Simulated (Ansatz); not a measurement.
SnPt3 (Cu3Au type, Pm-3m) under volume change, plane-wave PAW LDA (Ansatz code), scaled uniformly.

```tsv
V (Å³/atom)	E − E(relaxed) (meV/atom)	P (GPa)
14.340	119.1	29.68
14.813	___	___
15.286	___	___
15.758	0.0	0.00
16.231	10.2	-6.70
16.704	38.4	-12.22
17.177	81.3	-16.75
```

Task: Fill in the missing entries.

Result: 
- 15.286, E − E(relaxed) (meV/atom): 11.6
- 15.286, P (GPa): 8.10
- 14.813, E − E(relaxed) (meV/atom): 49.4
- 14.813, P (GPa): 17.88

Task: What does a third-order Birch–Murnaghan fit give for V₀, B₀ and B′?

Result: V₀ = 15.76 Å³/atom, B₀ = 245 GPa, B′ = 5.3.

The first step of the workflow began from a Materials Project structure, measured or hypothetical; the Crystallography Open Database files this formula in space group No. 221, but the cells were not matched. Whether it is the stable phase at ambient conditions was not checked. Symmetry was held in the LDA relaxation; of distortions, only those at the zone centre were tested. The run is not spin-polarised. Scalar-relativistic: spin–orbit coupling is off unless named, which matters more the heavier the elements.

Potentials: the later of the program's two PAW sets.
